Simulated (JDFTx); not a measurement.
Level of theory: PBE, GBRV ultrasoft potentials, plane waves to 20/100 Ha; code: JDFTx (a modified build). Ge(111) slabs (Fd-3m, lattice of mp-32, not re-optimised; (1×1) cell, 6×6×1 k mesh, no spin polarisation) with every dangling bond capped by H, relaxed in vacuum within the start's symmetry. d is the distance between the outermost substrate planes. These are Kohn-Sham edges of the slab on its k mesh, not quasiparticle energies; surface states and confinement enter them. Spin-orbit coupling is left out, which can move the edges for the heavier elements here.

```csv
planes,d (Å),1/d (Å⁻¹),gap on the mesh (eV)
4,4.08,0.2454,0.77
6,7.35,0.1360,withheld
8,10.63,0.0941,0.41
10,13.91,0.0719,0.34
```

Q: Fit y = A/d + y∞ to the other rows by least squares, predict the withheld value, and compare with the run.

A: The fit gives A (eV Å) = 2.44, y∞ (eV) = 0.172, with a root-mean-square miss of 0.006 eV on its own rows. It predicts 0.50 eV; the run gives 0.53 eV, a miss of 0.03 eV.
